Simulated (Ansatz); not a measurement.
In plane-wave PAW r²SCAN (Ansatz code), MoPd in the orthorhombic phase (Cmcm; Mo on 4c, Pd on 4c) relaxes to a = 2.636 Å, b = 10.597 Å, c = 4.326 Å. Against the elements it lies at 0.074 eV/atom, with no fitted shifts.

Electronic character: metallic (no gap).

The bulk modulus is 240 GPa. Bader charges are Mo +0.54, Pd -0.54 e.

The start of the workflow was typed in or built on a structure type; neither database checked (COD, Materials Project) lists it. Its standing as an ambient phase is unchecked. The cell was relaxed with r²SCAN under the symmetry of its start; whether a distortion lowers the energy is not shown. The run is not spin-polarised. Axis ratios of metals converge slowly with the k-mesh, so a and c are less sure than the volume. The references are the lowest solids computed at this level, not always the standard phases. Scalar-relativistic: spin–orbit coupling is off unless named, which matters more the heavier the elements.

Potentials: the earlier of the program's two PAW sets.
